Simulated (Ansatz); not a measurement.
CrN:
```
CELL_PARAMETERS angstrom
      1.49257     0.86174     4.62724
     -1.49257     0.86174     4.62724
      0.00000    -1.72347     4.62724
ATOMIC_POSITIONS crystal
  Cr 0.00000 0.00000 0.00000
  N  0.75000 0.75000 0.75000
  Cr 0.50000 0.50000 0.50000
  N  0.25000 0.25000 0.25000
```
Starting moments (μB, in the order of the atoms Cr N Cr N): 2.7 0.0 -2.7 0.0.

Relaxed with r²SCAN.

Task: Map the electron localisation function on the plane through (0.000, 0.000, 0.000) spanned by u = [1, -1, 0] and v = [1, 1, -1] in lattice vectors, from DFT-r²SCAN in the program Ansatz with PAW potentials.

Result: x is the fraction of u, y of v (the angle between them is 90°; rows are the nearest grid lines); atoms in the plane: Cr at (0.00, 0.00), N at (0.50, 0.25), Cr at (0.00, 0.50), N at (0.50, 0.75).
```
y \ x   0.000  0.0625  0.188  0.250  0.375  0.438  0.562  0.625  0.750  0.812  0.938   1.00
------  -----  ------  -----  -----  -----  -----  -----  -----  -----  -----  -----  -----
1.00    0.926   0.891  0.605  0.399  0.093  0.103  0.103  0.093  0.399  0.605  0.891  0.926
0.931   0.752   0.678  0.280  0.155  0.263  0.430  0.430  0.263  0.155  0.280  0.678  0.752
0.862   0.325   0.250  0.130  0.351  0.808  0.812  0.812  0.808  0.351  0.130  0.250  0.325
0.759   0.133   0.188  0.660  0.797  0.576  0.149  0.149  0.576  0.797  0.660  0.188  0.133
0.690   0.101   0.110  0.474  0.757  0.768  0.614  0.614  0.768  0.757  0.474  0.110  0.101
0.621   0.454   0.363  0.115  0.199  0.743  0.789  0.789  0.743  0.199  0.115  0.363  0.454
0.552   0.830   0.770  0.395  0.221  0.164  0.276  0.276  0.164  0.221  0.395  0.770  0.830
0.448   0.830   0.770  0.395  0.221  0.164  0.276  0.276  0.164  0.221  0.395  0.770  0.830
0.379   0.454   0.363  0.115  0.199  0.743  0.789  0.789  0.743  0.199  0.115  0.363  0.454
0.310   0.101   0.110  0.474  0.757  0.768  0.614  0.614  0.768  0.757  0.474  0.110  0.101
0.241   0.133   0.188  0.660  0.797  0.576  0.149  0.149  0.576  0.797  0.660  0.188  0.133
0.138   0.325   0.250  0.130  0.351  0.808  0.812  0.812  0.808  0.351  0.130  0.250  0.325
0.0690  0.752   0.678  0.280  0.155  0.263  0.430  0.430  0.263  0.155  0.280  0.678  0.752
0.000   0.926   0.891  0.605  0.399  0.093  0.103  0.103  0.093  0.399  0.605  0.891  0.926
```

The density is the valence pseudo-density with augmentation charge, so density and ELF within about 1 Å of a nucleus are not all-electron values.

Space group R-3m. A made-up cell: these elements were put on the sites of a structure type; the Crystallography Open Database copy checked does not list it. COD files the formula under space group No. 225, so this cell is another polymorph or a model. Whether it is the stable phase at ambient conditions was not checked. The cell was relaxed with r²SCAN under the symmetry of its start, as lowered by the spin order; its stability against distortions is not shown here. The final state is antiferromagnetic, chosen from 3 collinear starts compared on coarse meshes (ties went to the first, and starts can fall back to one state), not a proven ground state. Other orbital occupations within this spin state were not tried. No Hubbard U is applied.

Potentials: the earlier of the program's two PAW sets.
